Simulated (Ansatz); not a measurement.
Two states of Ni2Te4O

```
CELL_PARAMETERS angstrom
8.00478 0.00000 0.00000
0.00000 8.00478 0.00000
0.00000 0.00000 6.31001
ATOMIC_POSITIONS crystal
O 0.25000 0.25000 0.00000
O 0.75000 0.75000 0.00000
Te 0.91800 0.08200 0.74840
Te 0.41800 0.91800 0.74840
Te 0.58200 0.41800 0.74840
Te 0.08200 0.58200 0.74840
Te 0.91800 0.41800 0.25160
Te 0.41800 0.58200 0.25160
Te 0.58200 0.08200 0.25160
Te 0.08200 0.91800 0.25160
Ni 0.75000 0.25000 0.00000
Ni 0.25000 0.75000 0.00000
Ni 0.75000 0.25000 0.50000
Ni 0.25000 0.75000 0.50000
```

Level: PBE; 420 eV; 3×3×3 (shifted by 0.5, 0.5, 0.5 steps) mesh; gaussian occupations (width 0.1581 eV); Ansatz 0.2.0, fixed geometry.

State A: O1 up, O2 down (collinear spin). State B: no moments (no spin polarisation).

**Question.** Compare the two self-consistent states.

**Answer.** State A is lower by 28.7 meV an atom at zero smearing; in free energy at this smearing B lies +27.7 meV an atom from A.

| state | free energy (meV/atom) | largest moment in a small sphere (μB) | net moment (μB/cell) | gap on mesh (eV) | pressure (GPa) | largest force (eV/Å) |
| --- | --- | --- | --- | --- | --- | --- |
| A | 0.0 | 1.30 | 0.00 | metal | -3.4 | 0.32 |
| B | 27.7 | 0.00 | 0.00 | metal | -4.2 | 0.41 |

Origin: a known structure type with other elements, at an estimated volume, so it need not be a known compound. Caveats: semilocal functionals often miss the gap of such magnets; the k mesh is coarse if the cell is a metal; wide smearing.
